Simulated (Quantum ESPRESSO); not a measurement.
In2Mo4OsPd, a guest atom moved from site to site

Simulated, not a measurement. The program is pw.x of Quantum ESPRESSO 7.5 (plane-wave density functional theory). The cell is made up: eight metal atoms on a face-centred cubic lattice, with elements, volume, strain and displacements drawn at random and not relaxed, so it may be unstable or far from any real phase. PseudoDojo standard norm-conserving files set the functional (PBE unless stated); there is no spin polarisation or spin-orbit coupling, the Fermi-Dirac width of 0.25 eV means electrons at about 2900 K, and the masses in the input are unused placeholders. Heavy elements are run without spin-orbit coupling, which real alloys of them have. A spin test at this wide smearing found no moment, but such smearing suppresses magnetism that the real alloy may have.

The runs move one In atom among sites that otherwise hold Mo. Cell, positions, cutoff, mesh and smearing stay as in the input of run 1; sites are counted in its order. Stress in the tables is positive in tension.

Input of run 1:

```
&control calculation='scf', pseudo_dir='./dojo.nc.sr.pbe.v0_5.standard.upf', outdir='./o', disk_io='minimal', tprnfor=.true., tstress=.true. /
&system ibrav=0, nat=8, ntyp=4, nbnd=74, ecutwfc=82.02448710, nosym=.true., tot_charge=0,
 occupations='smearing', smearing='fd', degauss=0.0183746611
/
&electrons conv_thr=1.470e-08, electron_maxstep=70, mixing_beta=0.5 /
ATOMIC_SPECIES
In 1.0 In.upf
Mo 1.0 Mo.upf
Os 1.0 Os.upf
Pd 1.0 Pd.upf
CELL_PARAMETERS angstrom
0.0 -2.0928 -2.0928
-6.2784 -2.0928 0.0
-2.0928 4.1856 -6.2784
ATOMIC_POSITIONS angstrom
In 0.0136 -0.0035 -0.0035
Mo -2.0303 2.1084 -4.2159
Os -2.1309 -0.0148 -2.0773
Mo -4.1421 2.0944 -6.2929
Mo -4.2031 -0.0124 -4.1773
In -4.1669 -2.0832 -2.1122
Pd -6.241 -0.0484 -6.286
Mo -6.2755 -2.0579 -4.224
K_POINTS automatic
8 4 3 1 1 1
```

| run | elements on sites 1 to 8 | free energy less that of run 1 (eV) | -TS (eV) | pressure (GPa) | stress xx (GPa) | stress yy (GPa) | stress zz (GPa) | stress yz (GPa) | stress xz (GPa) | stress xy (GPa) | iterations |
| --- | --- | --- | --- | --- | --- | --- | --- | --- | --- | --- | --- |
| 1 | In Mo Os Mo Mo In Pd Mo | 0.000 | -1.780 | -14.03 | 13.56 | 14.27 | 14.27 | -1.86 | 1.73 | -1.58 | 21 |
| 2 | Mo In Os Mo Mo In Pd Mo | 0.008 | -1.870 | -14.25 | 13.38 | 14.67 | 14.69 | -0.08 | -0.48 | 0.57 | 21 |
| 3 | Mo Mo Os In Mo In Pd Mo | -0.039 | -1.793 | -14.20 | 13.79 | 14.42 | 14.40 | -1.16 | -1.44 | 1.37 | 22 |
| 4 | Mo Mo Os Mo In In Pd Mo | 0.132 | -1.890 | -14.17 | 14.98 | 13.76 | 13.76 | 0.04 | 0.48 | -0.64 | 20 |

Forces Fx Fy Fz (eV/Å):

```
site             run 1             run 2             run 3             run 4
   1  -0.67 -0.14 0.11  -1.53 0.55 -0.55  -0.45 0.35 -0.36  -1.55 -0.22 0.20
   2  -0.42 -0.74 0.72  -0.27 -0.13 0.14   0.57 -0.69 0.66   0.19 0.24 -0.27
   3   0.37 1.05 -1.07   1.25 0.27 -0.30   1.04 0.91 -0.95   2.32 0.02 -0.04
   4   0.19 -0.75 0.75   0.20 0.18 -0.21   0.42 -0.50 0.49   1.35 0.29 -0.32
   5   1.06 0.22 -0.26   0.11 -0.27 0.22   0.93 -0.26 0.23   0.53 0.53 -0.56
   6   0.76 0.24 -0.23   0.06 -0.12 0.13  -0.70 0.22 -0.20   0.09 -0.50 0.51
   7    0.48 0.02 0.09   0.39 0.34 -0.23   -0.29 0.03 0.09  -0.53 0.30 -0.19
   8  -1.78 0.10 -0.11  -0.21 -0.82 0.80  -1.52 -0.05 0.05  -2.40 -0.68 0.67
```

The sites are displaced and not relaxed, so the energy differences mix bonding between neighbours with strain and are not ordering energies. A rerun of one cell of this series at a higher cutoff and on a denser mesh moved values by no more than 0.008 eV in energy, 0.05 GPa in stress and 0.007 eV/Å in force, and a second program with other atomic files agreed on that cell to 2 % rms in force and 0.5 GPa in pressure.